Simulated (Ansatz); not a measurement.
Data:

AlGaP₂:
```
CELL_PARAMETERS angstrom
      3.85974     0.00000     0.00000
      0.00000     3.85974     0.00000
      0.00000     0.00000     5.45068
ATOMIC_POSITIONS crystal
  Al 0.50000 0.50000 0.50000
  Ga 0.00000 0.00000 0.00000
  P  0.00000 0.50000 0.24971
  P  0.50000 0.00000 0.75029
```

This is the PBEsol-relaxed structure. Cartesian axes are those of the cell as given.

Problem. All from plane-wave PAW PBEsol (Ansatz code), unless another level is named. Predict the bulk modulus (Birch–Murnaghan fit).

Solution. 85.8 GPa.

Problem. Give the piezoelectric stress constants (proper, relaxed ions, C/m²).

Solution. e15 = 0.05, e24 = -0.05, e31 = 0.04, e32 = -0.04.

Space group P-4m2. The workflow started from a Materials Project entry (that database holds measured and hypothetical structures alike); the Crystallography Open Database copy checked does not list it. With Al and Ga taken as one species the cell has the higher symmetry F-43m, so it may be an ordered model of a mixed-site phase. Its standing as an ambient phase is unchecked. Symmetry was held in the PBEsol relaxation; whether a distortion lowers the energy is not shown. Spin–orbit coupling is left out wherever it is not named.

Potentials: the later of the program's two PAW sets.
